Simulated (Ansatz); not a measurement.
ZrB2:
```
CELL_PARAMETERS angstrom
      3.15486     0.00000     0.00000
     -1.57743     2.73219     0.00000
      0.00000     0.00000     3.50704
ATOMIC_POSITIONS crystal
  Zr 0.00000 0.00000 0.00000
  B  0.33333 0.66667 0.50000
  B  0.66667 0.33333 0.50000
```

Relaxed with PBEsol. Special points in fractions of this cell's reciprocal vectors: Γ (0.000, 0.000, 0.000); M (0.500, 0.000, 0.000); K (0.333, 0.333, 0.000); A (0.000, 0.000, 0.500); L (0.500, 0.000, 0.500); H (0.333, 0.333, 0.500).

Q: List the band energies nearest the Fermi level at these points for PBEsol in the plane-wave PAW code Ansatz.

A: In eV from the Fermi level; about four levels below and three above (degenerate sets whole), none deeper than 8.9 eV; points with the same levels are listed once.

```json
[
 {"k": "Γ", "below": "-2.67 -2.67 -2.64 -2.28", "above": "3.47 3.47 4.31 4.31"},
 {"k": "M", "below": "-8.45 -3.94 -3.05 -2.75", "above": "2.30 2.35 5.04"},
 {"k": "K", "below": "-7.74 -7.74 -7.00 -2.48 -2.48", "above": "1.60 1.60 3.19"},
 {"k": "A", "below": "-7.01 -0.95 -0.95", "above": "0.30 0.30 0.79 0.79"},
 {"k": "L", "below": "-6.96 -4.67 -4.19 -1.94", "above": "3.85 4.17 5.44"},
 {"k": "H", "below": "-8.79 -8.79 -4.92 -2.67 -2.67", "above": "4.20 6.23 6.23"}
]
```

Space group P6/mmm. The cell was relaxed with PBEsol under the symmetry of its start. No spin polarisation was allowed. Spin–orbit coupling is left out wherever it is not named.

Potentials: the earlier of the program's two PAW sets. The files were generated under PBE; for other functionals the program regenerates the frozen cores, and for LDA and PBEsol the local potential too.
